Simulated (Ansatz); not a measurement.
An Ansatz (an electronic-structure program) run. Input:

Ansatz 0.2 input:
```yaml
crystal:
  lattice:
    - [3.7996318927, 0.0, 0.0]
    - [0.0, 3.7996318927, 0.0]
    - [0.0, 0.0, 3.7996318927]
  atoms:
    - { symbol: W, position: [0.0, 0.0, 0.0] }
    - { symbol: O, position: [0.0, 0.0, 0.5] }
    - { symbol: O, position: [0.5, 0.0, 0.0] }
    - { symbol: O, position: [0.0, 0.5, 0.0] }
kpoints:
  mp_grid: { grid: [7, 7, 7] }
hamiltonian:
  xc: pbesol
  pseudopotentials: { azcp: { folder: ./paw }, kind: paw }
scf:
  occupations: { method: fixed }
elastic: { mode: relaxed_ion, stencil: two_point, amplitude: 0.005, f_tol: 0.0005 }
```

Output (shortened):

```
Pseudopotential: W, paw, valence charge 14
Pseudopotential: O, paw, valence charge 6
Functional definition: PBEsol
Crystal: 4 atoms, lattice volume = 54.856 Å³
Basis set: ecut = 420 eV, 1045 PW (Γ), exchange–correlation on 54×54×54 points (8 copies of the dense FFT grid, shifted against one another)
Bands: 20, of which v1, the nominal top of the filled ones, is band 16 counted from 1 (15 counted from 0)
Symmetry: 48 space group operations
Space group: Pm-3m (ITA 221), of the structure as read, at distance tolerance 3.8e-5 Å
k-points: 20 of 343
SCF 1 converged in 13 iterations: F = -11941.154196 eV  dr2 = 5.53e-15
Crystal: 4 atoms, lattice volume = 54.582 Å³
Basis set: ecut = 420 eV, 1037 PW (Γ), exchange–correlation on 54×54×54 points (8 copies of the dense FFT grid, shifted against one another)
Symmetry: 16 space group operations
k-points: 40 of 343
SCF 2 converged in 12 iterations: F = -11941.151340 eV  dr2 = 1.23e-14
Crystal: 4 atoms, lattice volume = 55.130 Å³
SCF 3 converged in 9 iterations: F = -11941.151452 eV  dr2 = 5.32e-15
Crystal: 4 atoms, lattice volume = 54.856 Å³
Symmetry: 8 space group operations
k-points: 64 of 343
SCF 4 converged in 10 iterations: F = -11941.153921 eV  dr2 = 1.64e-14
Crystal: 4 atoms, lattice volume = 54.856 Å³
SCF 5 converged in 9 iterations: F = -11941.153921 eV  dr2 = 5.20e-15
SCF converged after 13 iterations
Free energy (F): -11941.154196 eV
Harris-Foulkes:  -11941.154196 eV  (|F-HF|=1.09e-11)
Internal energy: -11941.154196 eV  (E = F + TS)
E sigma→0 (E₀):  -11941.154196 eV
Fermi energy:    5.888740 eV
--- Per-component energies (eV) ---
  E_band       = -353.779358
  E_kinetic    = 916.919326
  E_local      = -2653.426309  (includes V_loc(G=0)·N_el)
  E_nonlocal   = 135.778223
  E_hartree    = 1018.915636
  E_xc         = -473.576062
  E_vxc        = -497.272632  (∫ρ·V_xc dr)
  E_paw        = -8921.654969  (= ΣΔE_a)
  E_vpaw       = -293.611665  (= ΣTr[D̂ρ^β])
  E_aug_tail   = 0.002425  (compensation charges beyond the density's cutoff)
  E_ewald      = -1964.440188
  E_core_change = 0.327721  (= ΣΔE_core)
  E_smearing   =  0.000000  (= −TS)
  E_closure    =  0.000000  (closes the sum)
  Σ components = -11941.154196   (vs F -11941.154196, Δ=0.00e0)
--- Forces (eV/Å), atoms counted from 1 ---
  atom   1  W      0.00000000     0.00000000     0.00000000
  atom   2  O      0.00000000     0.00000000     0.00000000
  atom   3  O      0.00000000     0.00000000     0.00000000
  atom   4  O      0.00000000     0.00000000     0.00000000
  max |Σ_I F_I| component: 0.0 eV/Å
--- Stress (GPa, compression-positive) ---
        0.001270       0.000000       0.000000
        0.000000       0.001270       0.000000
        0.000000       0.000000       0.001270
  P = ⅓ Tr σ = 0.0013 GPa (0.013 kbar)
--- Band table (eV; the first three rows and the last of 20) ---
  k-point 0: bands = ["-68.7522", "-32.9626", "-32.9626", "-32.9626", "-12.4437", "-11.6300", "-11.6300", "2.8414", "2.8414", "2.8414", "4.7643", "4.7643", "4.7643", "4.9138", "4.9138", "4.9138", "6.5428", "6.5428", "6.5428", "11.6500"]
  k-point 1: bands = ["-68.7523", "-32.9763", "-32.9618", "-32.9618", "-12.3478", "-11.6258", "-11.4772", "2.1714", "2.8016", "2.8016", "4.1613", "4.1613", "4.3194", "4.7050", "4.8694", "4.8694", "6.5532", "7.4809", "7.4809", "11.6525"]
  k-point 2: bands = ["-68.7524", "-33.0067", "-32.9601", "-32.9601", "-12.2130", "-11.6163", "-10.9871", "0.4571", "2.6268", "2.6268", "3.5065", "3.5065", "3.7512", "4.5763", "4.8750", "4.8750", "6.5768", "8.9236", "8.9236", "11.6578"]
  k-point 19: bands = ["-68.7532", "-33.0226", "-33.0225", "-33.0225", "-10.4233", "-10.3698", "-10.3698", "-1.0327", "-1.0327", "-0.4577", "0.5883", "0.6101", "0.6101", "5.8506", "5.8506", "5.8887", "11.2539", "11.3093", "11.3093", "15.2386"]
--- Elastic constants: 2 strain directions × 2 members + reference (group order 48) ---
  dense FFT box of the reference and of every strained cell: 27×27×27
  strains applied: 11, 23; error gains: componentwise 1.00 (the most a stress slope's error grows in a printed constant), spectral 1.73 (1 for all six strains …
  C = ∂σ_k/∂η_j (tension-positive GPa; Voigt order 11 22 33 23 13 12):
       650.299     46.250     46.250      0.000      0.000      0.000
        46.250    650.299     46.250      0.000      0.000      0.000
        46.250     46.250    650.299      0.000      0.000      0.000
         0.000      0.000      0.000     69.877      0.000      0.000
         0.000      0.000      0.000      0.000     69.877      0.000
         0.000      0.000      0.000      0.000      0.000     69.877
  reference stress σ⁰ (GPa):     -0.001     -0.001     -0.001      0.000      0.000      0.000
  moduli (Voigt/Reuss/Hill, GPa): K = 247.60/247.60/247.60   G = 162.74/100.90/131.82   E = 335.85   ν = 0.274
  mechanically stable: yes (min eigenvalue of sym C = 69.88 GPa)
  strain η (Voigt 11):  stress-route row diagonal C_11 = 650.30 GPa, energy-path curvature d²(F+E_count+ΔE)/dδ²/Ω₀ = 650.75 GPa
         δ    σ_11 (GPa)             F (eV)   n_scf  n_hpsi   n_pw
    -5.000e-3      -3.3377      -11941.1513395      12   19681   1078   relax 0 steps, max|allowed force component| 0.0 eV/Å
     5.000e-3       3.1653      -11941.1514520       9   15629   1092   relax 0 steps, max|allowed force component| 0.0 eV/Å
  strain η (Voigt 23):  stress-route row diagonal C_44 = 69.88 GPa, energy-path curvature d²(F+E_count+ΔE)/dδ²/Ω₀ = 70.07 GPa
         δ    σ_23 (GPa)             F (eV)   n_scf  n_hpsi   n_pw
    -5.000e-3      -0.3494      -11941.1539212      10   27219   1087   relax 0 steps, max|allowed force component| 0.0 eV/Å
     5.000e-3       0.3494      -11941.1539212       9   25985   1087   relax 0 steps, max|allowed force component| 0.0 eV/Å
```

Cost: about 9 core-seconds (a rough figure) on shared cores.

The first step of the workflow began from a Materials Project structure, measured or hypothetical; the Crystallography Open Database copy checked does not list it. COD files the formula under space group No. 2, 14, 62, 129, 130, 191, so this cell is another polymorph or a model. Its standing as an ambient phase is unchecked. Symmetry was held in the PBEsol relaxation. At this level the phase is dynamically unstable (imaginary phonons). No spin polarisation was allowed. No Hubbard U is applied. Spin–orbit coupling is left out wherever it is not named.

Potentials: the earlier of the program's two PAW sets.

Ansatz is a plane-wave DFT program.
